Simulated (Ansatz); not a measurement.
## Every step of a relaxation of fcc Pt (100), 4 layers

DFT, PBE, PAW with Ansatz's default frozen-core files, scalar-relativistic (Ansatz 0.2.0); a Γ-centred 12×12×1 k mesh, Fermi–Dirac smearing of 0.08 eV, no spin polarisation. The run relaxes the atoms in the fixed cell.

Command: `ansatz run input.yaml --threads 1 --pin off --max-ram 3584MiB --backend cpu --events-out ev --progress --plain --runs-dir out` It took 52 s on 1 thread of Intel(R) Xeon(R) 6975P-C (Granite Rapids) (shared host), peak memory 0.48 GiB.

```yaml
crystal:
  lattice:
    - [2.8080030018, 0.0, 0.0]
    - [0.0, 2.8080030018, 0.0]
    - [0.0, 0.0, 21.9567]
  atoms:
    - { symbol: Pt, position: [0.25, 0.25, 0.364354072] }
    - { symbol: Pt, position: [0.75, 0.75, 0.4547846903] }
    - { symbol: Pt, position: [0.25, 0.25, 0.5452153091] }
    - { symbol: Pt, position: [0.75, 0.75, 0.635645928] }
kpoints:
  mp_grid: { grid: [12, 12, 1] }
scf:
  occupations: { method: fermi_dirac, width: 0.08 }
hamiltonian:
  xc: pbe
  pseudopotentials: { kind: paw }
output:
  forces: true
  stress: true
  eigenvalues: true
relax:
  f_tol: 0.01
  max_steps: 40
efield:
  axis: 3
  amplitude: 0
  dipole_correction: true
```

Each step lists its free energy a cell above the last geometry, and Cartesian positions (Å) with forces (eV/Å).

The first step:

```
step 1  dF = 22.72 meV
  Pt 0.7020 0.7020 8.0000   0.0000 0.0000 0.3580
  Pt 2.1060 2.1060 9.9856   0.0000 0.0000 -0.1630
  Pt 0.7020 0.7020 11.9711   0.0000 0.0000 0.1630
  Pt 2.1060 2.1060 13.9567   0.0000 0.0000 -0.3580
```

Spin–orbit coupling is left out, which matters for the heavy atoms.

Where does the relaxation end, and by which steps?

After 4 geometries, with a shortest distance of 2.770 Å. The further steps:
```
step 2  dF = 48.29 meV  (not accepted)
  Pt 0.7020 0.7020 8.1612   0.0000 0.0000 -0.5910
  Pt 2.1060 2.1060 10.0185   0.0000 0.0000 0.2638
  Pt 0.7020 0.7020 11.9382   0.0000 0.0000 -0.2638
  Pt 2.1060 2.1060 13.7955   0.0000 0.0000 0.5910
step 3  dF = 0.29 meV
  Pt 0.7020 0.7020 8.0743   0.0000 0.0000 -0.0452
  Pt 2.1060 2.1060 9.9988   0.0000 0.0000 0.0380
  Pt 0.7020 0.7020 11.9579   0.0000 0.0000 -0.0380
  Pt 2.1060 2.1060 13.8824   0.0000 0.0000 0.0452
step 4  dF = 0.00 meV
  Pt 0.7020 0.7020 8.0679   0.0000 0.0000 -0.0007
  Pt 2.1060 2.1060 9.9987   0.0000 0.0000 -0.0017
  Pt 0.7020 0.7020 11.9580   0.0000 0.0000 0.0017
  Pt 2.1060 2.1060 13.8888   0.0000 0.0000 0.0007
step 5  dF = 0.00 meV  (same geometry, solved once more)
  Pt 0.7020 0.7020 8.0679   0.0000 0.0000 -0.0008
  Pt 2.1060 2.1060 9.9987   0.0000 0.0000 -0.0017
  Pt 0.7020 0.7020 11.9580   0.0000 0.0000 0.0017
  Pt 2.1060 2.1060 13.8888   0.0000 0.0000 0.0008
```
